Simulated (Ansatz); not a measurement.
Data:

TiC:
```yaml
crystal:
  lattice:
    - [0.00000, 2.14643, 2.14643]
    - [2.14643, 0.00000, 2.14643]
    - [2.14643, 2.14643, 0.00000]
  atoms:
    - { symbol: Ti, position: [0.50000, 0.50000, 0.50000] }
    - { symbol: C, position: [0.00000, 0.00000, 0.00000] }
```

This is the PBEsol-relaxed structure.

All from PBEsol (plane waves, PAW; program Ansatz), unless another level is named. Estimate the electronic character.

metallic (no gap).

What about the density of states at the Fermi level?

0.13 states/eV per atom (mean over ±0.08 eV).

Give the formation energy from the elements (no fitted shifts).

-0.91 eV/atom.

Space group Fm-3m (rock salt). The cell was relaxed with PBEsol under the symmetry of its start. No spin polarisation was allowed. The references are the lowest solids computed at this level, not always the standard phases.

Potentials: the earlier of the program's two PAW sets. The files were generated under PBE; for other functionals the program regenerates the frozen cores, and for LDA and PBEsol the local potential too.
